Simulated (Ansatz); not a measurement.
BaTe$_{2}$P$_{2}$O$_{8}$, a known structure type with other elements, at an estimated volume

```xyz
13
Lattice="2.6363 4.5661 0.0000 -2.6363 4.5661 0.0000 0.0000 -3.0441 8.5213" Properties=species:S:1:pos:R:3 pbc="T T T"
O     0.8449    1.6634    5.5850
O     0.7732    4.4661    5.5850
O    -1.6181    3.0027    5.5850
O    -0.8449    4.4247    2.9364
O    -0.7732    1.6220    2.9364
O     1.6181    3.0855    2.9364
Te    0.0000    0.0000    4.3188
Te    0.0000    6.0882    4.2026
Ba    0.0000    0.0000    0.0000
P    -0.0003    3.0442    6.1361
P     0.0003    3.0439    2.3852
O    -0.0003    3.0442    7.7876
O     0.0003    3.0439    0.7338
```

Single point in Ansatz 0.2.0 with r2SCAN, no spin polarisation. Cutoff 500 eV, PAW datasets, 5×5×5 Γ-centred k mesh, fermi-dirac filling (width 0.1 eV).

Problem. What happens at the Fermi level?

Solution. It is a metal, with about 4 states/eV a cell as the mean within 0.25 eV of the Fermi level, mostly Te p (56 %) and O p (20 %).

Problem. Is the cell too large or too small?

Solution. The pressure is 1.9 GPa (compression positive), so with the atoms held at these fractions the cell would first expand; the forces are large, so a full relaxation may end otherwise. The principal stresses -0.6, -0.6, 6.8 GPa differ, so its shape would change too.

Problem. Which atom feels the largest force, and which way?

Solution. The largest is on O3 (and as large on other atoms): 5.81 eV/Å, components (4.87, -0.16, 3.17). It makes 15° with the line to a nearest neighbour, P10 at 1.71 Å, pointing towards it.

Problem. What is the formation energy?

Solution. -1.26 eV an atom against the elements' usual phases (free molecules for gases, crystals otherwise, with no correction for O₂ or N₂), so it is bound against them; other compounds may still compete. Relaxing would lower it.

Origin: a known structure type with other elements, at an estimated volume, so it need not be a known compound. Caveats: many states at the Fermi level without spin polarisation, so a magnetic state may lie lower; atoms or cell far from equilibrium.
